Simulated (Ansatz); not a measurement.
Data:

SrNiF$_{6}$:
```yaml
crystal:
  lattice:
    - [3.47060, 2.00375, 2.16041]
    - [-3.47060, 2.00375, 2.16041]
    - [0.00000, -4.00751, 2.16041]
  atoms:
    - { symbol: Sr, position: [0.50000, 0.50000, 0.50000] }
    - { symbol: Ni, position: [0.00000, 0.00000, 0.00000] }
    - { symbol: F, position: [0.71915, 0.71915, 0.06841] }
    - { symbol: F, position: [0.28085, 0.28085, 0.93159] }
    - { symbol: F, position: [0.06841, 0.71915, 0.71915] }
    - { symbol: F, position: [0.93159, 0.28085, 0.28085] }
    - { symbol: F, position: [0.71915, 0.06841, 0.71915] }
    - { symbol: F, position: [0.28085, 0.93159, 0.28085] }
```

This is the LDA-relaxed structure. Tensor components refer to the Cartesian frame of this cell.

Problem. All from the program Ansatz at the LDA level (PAW), unless another level is named. Estimate the highest zone-centre frequency (without LO–TO term).

Solution. 651 cm⁻¹.

Problem. Next, the Poisson's ratio?

Solution. 0.31.

Problem. What about the elastic constants (relaxed ions, GPa)?

Solution. C11 = 118, C12 = 62.3, C13 = 48.1, C14 = -0.1, C33 = 182, C44 = 31.9.

Space group R-3m. The workflow started from a Materials Project entry (that database holds measured and hypothetical structures alike); the Crystallography Open Database files this formula in space group No. 166, but the cells were not matched. Its standing as an ambient phase is unchecked. Symmetry was held in the LDA relaxation. At this level the phase is dynamically unstable (imaginary phonons). No spin polarisation was allowed. No Hubbard U is applied.

Potentials: the later of the program's two PAW sets.
